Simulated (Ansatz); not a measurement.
Si:
```yaml
crystal:
  lattice:
    - [-3.32698, 3.32698, 1.92261]
    - [3.32698, -3.32698, 1.92261]
    - [3.32698, 3.32698, -1.92261]
  atoms:
    - { symbol: Si, position: [0.17878, 0.17878, 0.35757] }
    - { symbol: Si, position: [0.82122, 0.82122, 0.64243] }
    - { symbol: Si, position: [0.17878, 0.82122, 0.00000] }
    - { symbol: Si, position: [0.82122, 0.17878, 0.00000] }
```

Relaxed with r²SCAN.

Question: Give the optical modes at the zone centre with their infrared activity from DFPT, r²SCAN (plane waves, PAW; program Ansatz).

Answer: Transverse frequencies, without the LO–TO term; a row sums one degenerate level.

| ω (cm⁻¹) | degeneracy | IR ((D/Å)²/amu) | activity | symmetry |
|---|---|---|---|---|
| 155 | 1 | 0.00 | IR-inactive | B1u |
| 218 | 1 | 0.00 | IR-inactive | A2g |
| 402 | 2 | 0.39 | IR | Eu |
| 414 | 1 | 0.00 | IR-inactive | B2g |
| 421 | 1 | 0.00 | IR-inactive | B1g |
| 499 | 2 | 0.00 | IR-inactive | Eg |
| 541 | 1 | 0.00 | IR-inactive | A1g |

Space group I4/mmm. The workflow started from a Materials Project entry (that database holds measured and hypothetical structures alike); the Crystallography Open Database copy checked does not list it. It is not the phase usual at ambient conditions (space group No. 227). The r²SCAN relaxation kept the symmetry of its start; phonons on a q-mesh show no instability.

Potentials: the later of the program's two PAW sets.
